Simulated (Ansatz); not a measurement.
C:
```
CELL_PARAMETERS angstrom
      2.44469     0.00000     0.00000
     -1.22234     2.11716     0.00000
      0.00000     0.00000    26.00000
ATOMIC_POSITIONS crystal
  C  0.66667 0.33333 0.50000
  C  0.33333 0.66667 0.50000
```
The layer is periodic in x and y and isolated along z.

Relaxed with LDA.

**Question.** Tabulate the total density of states from the program Ansatz at the LDA level (PAW).

**Answer.** States/eV per cell of 2 atoms, means over 0.25 eV bins, energy of the bin centre from the Fermi level.

| E (eV) | total |
|---|---|
| -7.90 | 0.48 |
| -7.65 | 0.72 |
| -7.40 | 0.75 |
| -7.15 | 0.79 |
| -6.90 | 0.85 |
| -6.65 | 1.06 |
| -6.40 | 0.94 |
| -6.15 | 0.96 |
| -5.90 | 0.67 |
| -5.65 | 0.76 |
| -5.40 | 0.67 |
| -5.15 | 0.65 |
| -4.90 | 0.62 |
| -4.65 | 0.60 |
| -4.40 | 0.58 |
| -4.15 | 0.57 |
| -3.90 | 0.56 |
| -3.65 | 0.55 |
| -3.40 | 0.55 |
| -3.15 | 0.55 |
| -2.90 | 0.37 |
| -2.65 | 0.42 |
| -2.40 | 0.56 |
| -2.15 | 0.36 |
| -1.90 | 0.27 |
| -1.65 | 0.21 |
| -1.40 | 0.17 |
| -1.15 | 0.13 |
| -0.90 | 0.10 |
| -0.65 | 0.07 |
| -0.40 | 0.04 |
| -0.15 | 0.01 |
| 0.10 | 0.01 |
| 0.35 | 0.04 |
| 0.60 | 0.07 |
| 0.85 | 0.11 |
| 1.10 | 0.16 |
| 1.35 | 0.25 |
| 1.60 | 0.58 |
| 1.85 | 0.48 |
| 2.10 | 0.37 |
| 2.35 | 0.32 |
| 2.60 | 0.29 |
| 2.85 | 0.27 |
| 3.10 | 0.25 |
| 3.35 | 0.36 |
| 3.60 | 0.45 |
| 3.85 | 0.44 |
| 4.10 | 0.43 |
| 4.35 | 0.60 |

Space group P6/mmm (graphene). A layer that has been made, often on a substrate. It is flat by the symmetry kept. The LDA relaxation kept the symmetry of its start; whether a distortion lowers the energy is not shown.

Potentials: the later of the program's two PAW sets.
